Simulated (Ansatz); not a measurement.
# Equation of state of Cs2HgPdCl6

A database entry relaxed whole under r2SCAN (I4/mmm):

```yaml
crystal:
  lattice:
    - [-3.74690, 3.74690, 5.37797]
    - [3.74690, -3.74690, 5.37797]
    - [3.74690, 3.74690, -5.37797]
  atoms:
    - { symbol: Cs, position: [0.75000, 0.25000, 0.50000] }
    - { symbol: Cs, position: [0.25000, 0.75000, 0.50000] }
    - { symbol: Hg, position: [0.50000, 0.50000, 0.00000] }
    - { symbol: Pd, position: [0.00000, 0.00000, 0.00000] }
    - { symbol: Cl, position: [0.28182, 0.28182, 0.00000] }
    - { symbol: Cl, position: [0.71818, 0.71818, 0.00000] }
    - { symbol: Cl, position: [0.21981, 0.21981, 0.43962] }
    - { symbol: Cl, position: [0.21981, 0.78019, 0.00000] }
    - { symbol: Cl, position: [0.78019, 0.78019, 0.56038] }
    - { symbol: Cl, position: [0.78019, 0.21981, 0.00000] }
```

The cell was scaled uniformly, its shape held, and the atoms relaxed at each volume with plane-wave PAW DFT (Ansatz 0.2.0; r2SCAN, 500 eV, 6×6×6 Γ-centred mesh, fermi-dirac occupations of width 0.020 eV; no spin, no spin-orbit coupling). One row is withheld.

```
volume (Å³/atom)  energy over the lowest (meV/atom)  pressure (GPa)
          28.389                                7.1            1.36
          28.993                                  ?               ?
          29.597                                0.7            0.38
          30.201                                0.0           -0.01
          30.805                                0.7           -0.34
          31.409                                2.5           -0.63
          32.013                                5.4           -0.88
```

Q: Fit the pressures of the other rows to the third-order Birch-Murnaghan form.

A: With f = [(V₀/V)^(2/3) − 1]/2 and P = 3B₀f(1 + 2f)^(5/2)[1 + 3(B₀′ − 4)f/2], least squares gives V₀ = 30.19 Å³ an atom, B₀ = 18.1 GPa and B₀′ = 6.5; the rows miss the fit by less than 0.01 GPa. The slope of the energies differs from these pressures by less than 0.05 GPa.

Q: What does the withheld row hold?

A: The fit gives 0.83 GPa at 28.993 Å³; the run gave 0.85 GPa and 3.0 meV an atom.

Caveats: the shape of the cell was held, so B₀ is an upper bound where the axes differ in stiffness; 0 K, fixed nuclei; the symmetry was kept, and this need not be the phase that is stable at 0 K; one mesh for all volumes; pressure is positive in compression.
